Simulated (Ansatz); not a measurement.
Level of theory: DFT PBE, scalar-relativistic, plane waves, PAW in Ansatz 0.2.0. Settings: cutoff 420 eV, Γ-centred meshes spaced at most about 0.3 Å⁻¹, and about 0.25 Å⁻¹ or finer for metals (2π included), Gaussian smearing. No spin polarisation in the final relaxations.

Temperature and zero-point effects are left out.

Compare these two cells of Ti₂Te₃Pt, each relaxed at this level.

A.

Space group R3m:H (No. 160). a = 7.590 Å, b = 7.590 Å, c = 10.017 Å, α = 90.00°, β = 90.00°, γ = 120.00°
```
atom  site  symmetry       x       y       z
  Ti    3a        3m  0.3333  0.6667  0.7221
  Ti    3a        3m  0.3333  0.6667  0.4070
  Te    9b        .m  0.1704  0.8296  0.8964
  Pt    3a        3m  0.3333  0.6667  0.1869
```

B.

Space group P-4m2 (No. 115). a = 3.900 Å, b = 3.900 Å, c = 8.254 Å, α = 90.00°, β = 90.00°, γ = 90.00°
```
atom  site  symmetry       x       y       z
  Ti    2g      2mm.  0.0000  0.5000  0.7400
  Te    1b      -4m2  0.5000  0.5000  0.0000
  Te    2g      2mm.  0.0000  0.5000  0.3779
  Pt    1a      -4m2  0.0000  0.0000  0.0000
```

Task: Which would you expect to be lower, and how large is the difference?

Result: B is lower, by 0.54 eV/atom. A has space group R3m (No. 160), 27.8 Å³/atom and no gap on its mesh; B has space group P-4m2 (No. 115), 20.9 Å³/atom and no gap. Counting Te atoms around Pt and Ti (those within 1.25 times the shortest such distance or 1.15 times the sum of covalent radii; a plus sign parts nearer from farther groups; the shortest distance is added where it is long for a bond; a slash parts the counts of unlike sites), A has Ti 3/6, Pt 9+3 from 3.6 Å and B has Ti 7, Pt 4. The denser one is the lower, and pressure would at first widen the difference. In A, around Ti on its first site lie 6 Te at 2.75–2.76 Å and 1 Ti at 3.16 Å; Te is surrounded by 3 Ti at 2.73–2.76 Å; Pt has 1 Ti at 2.20 Å; 1 more site not described. In B, Ti is surrounded by 2 Pt at 2.90 Å and 7 Te at 2.90–2.99 Å; Te on a site of symmetry -4m2 is surrounded by 4 Pt at 2.76 Å and 4 Ti at 2.90 Å; around Pt lie 4 Te at 2.76 Å and 4 Ti at 2.90 Å; 1 more site not described. Both come from invented guesses.

These runs have no spin–orbit coupling, which can matter for Pt and Te. Cells relaxed within their symmetry can be saddle points.
